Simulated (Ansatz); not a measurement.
Be$_{3}$N$_{2}$:
Space group P6₃/mmc (No. 194); a = 2.837 Å, b = 2.837 Å, c = 9.710 Å, α = 90.00°, β = 90.00°, γ = 120.00°

| atom | site | symmetry | x | y | z |
|---|---|---|---|---|---|
| Be | 4f | 3m. | 0.3333 | 0.6667 | 0.0783 |
| Be | 2b | -6m2 | 0.0000 | 0.0000 | 0.2500 |
| N | 2a | -3m. | 0.0000 | 0.0000 | 0.0000 |
| N | 2c | -6m2 | 0.3333 | 0.6667 | 0.2500 |

Relaxed with PBEsol.

Question: Give the optical modes at the zone centre with their infrared activity from DFPT, plane-wave PAW PBEsol (Ansatz code).

Answer: Transverse frequencies, without the LO–TO term; a row sums one degenerate level.

| ω (cm⁻¹) | degeneracy | IR ((D/Å)²/amu) | activity | symmetry |
|---|---|---|---|---|
| 241 | 2 | 0.00 | IR-inactive | E2g |
| 244 | 1 | 45.35 | IR | A2u |
| 252 | 2 | 0.00 | IR-inactive | E2u |
| 340 | 1 | 0.00 | IR-inactive | B1g |
| 349 | 2 | 0.07 | IR | E1u |
| 410 | 1 | 0.00 | IR-inactive | B2u |
| 529 | 2 | 0.00 | IR-inactive | E1g |
| 529 | 2 | 0.00 | IR-inactive | E2g |
| 535 | 2 | 0.00 | IR-inactive | E2u |
| 536 | 2 | 112.35 | IR | E1u |
| 667 | 1 | 0.00 | IR-inactive | B1g |
| 699 | 1 | 18.26 | IR | A2u |
| 830 | 1 | 46.74 | IR | A2u |
| 882 | 1 | 0.00 | IR-inactive | B2u |
| 921 | 1 | 0.00 | IR-inactive | A1g |
| 959 | 2 | 58.11 | IR | E1u |
| 959 | 2 | 0.00 | IR-inactive | E2g |
| 1108 | 1 | 0.00 | IR-inactive | B1g |

Question: How high does the top mode go among those that the LO–TO term moves?

Answer: 1121 cm⁻¹ for q along x, 1121 cm⁻¹ for q along y, 1067 cm⁻¹ for q along z.

Space group P6_3/mmc. The first step of the workflow began from a Materials Project structure, measured or hypothetical; the Crystallography Open Database copy checked does not list it. COD files the formula under space group No. 206. Whether it is the stable phase at ambient conditions was not checked. The PBEsol relaxation kept the symmetry of its start; whether a distortion lowers the energy is not shown.

Potentials: the later of the program's two PAW sets.
